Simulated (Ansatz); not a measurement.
TlBr (CsCl type, Pm-3m) at seven volumes, DFT-PBE in the program Ansatz with PAW potentials, scaled uniformly. One row is withheld.

```tsv
V (Å³/atom)	P (GPa)
30.284	2.36
31.283	1.43
32.281	0.65
33.280	0.00
34.278	-0.54
35.276	-0.99
36.275	?
```

### Question
Fit the shown pressures and predict the withheld one.

### Answer
P = (3/2)B₀(x^(7/2) − x^(5/2))[1 + (3/4)(B′ − 4)(x − 1)] with x = (V₀/V)^(2/3). Least squares on the six rows gives V₀ = 33.282 Å³/atom, B₀ = 19.7 GPa, B′ = 5.03. At V = 36.275, x = 0.9442 and P = -1.37 GPa. The run itself gave -1.36 GPa.

The PBE relaxation kept the symmetry of its start. Scalar-relativistic: spin–orbit coupling is off unless named, which matters more the heavier the elements.

Potentials: the later of the program's two PAW sets.
